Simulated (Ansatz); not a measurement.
Relaxed polymorphs of Cd. All values below come from PBEsol (plane waves to 420 eV, PAW, scalar-relativistic; Ansatz, a quantum-chemistry and plane-wave program). One row is withheld; estimate it from its structure type, its coordination and the trend of the others.

```json
[
 {"structure": "P6₃/mmc, hP2, hcp (Mg type)", "coordination": "Cd 6+6", "E − E(first row) (eV/atom)": "0.00", "V (Å³/atom)": "21.05"},
 {"structure": "Fd-3m, cF24", "coordination": "–", "E − E(first row) (eV/atom)": "0.11", "V (Å³/atom)": "21.90"},
 {"structure": "I4₁/amd, tI4", "coordination": "–", "E − E(first row) (eV/atom)": "0.15", "V (Å³/atom)": "23.55"},
 {"structure": "Fm-3m, cF4, fcc (Cu type)", "coordination": "Cd 12 (cuboctahedral)", "E − E(first row) (eV/atom)": "(withheld)", "V (Å³/atom)": "(withheld)"}
]
```

Complete the blanks.


- Fm-3m, cF4, fcc (Cu type), E − E(first row) (eV/atom): 0.02
- Fm-3m, cF4, fcc (Cu type), V (Å³/atom): 20.94

The withheld cell: Fm-3m (No. 225), cF4, fcc (Cu type); a = b = c = 4.375 Å, α = β = γ = 90.00°; Cd 4a (0.000, 0.000, 0.000). Coordination numbers (neighbours up to the widest gap in distance over summed covalent radii, below 1.35; n+m marks a second, longer set).

Each run could gain symmetry but not lose that of its start, so entries can be saddle points. From databases, or of a type measured for this composition: P6₃/mmc, hP2, hcp (Mg type); the others are generated cells (placed on structure types, drawn at random, substituted or restacked) that were not matched to a known phase here. Static energies at zero pressure. Each cell has its own k-point mesh; energy differences are given only to the digits this allows. No spin polarisation in the result.
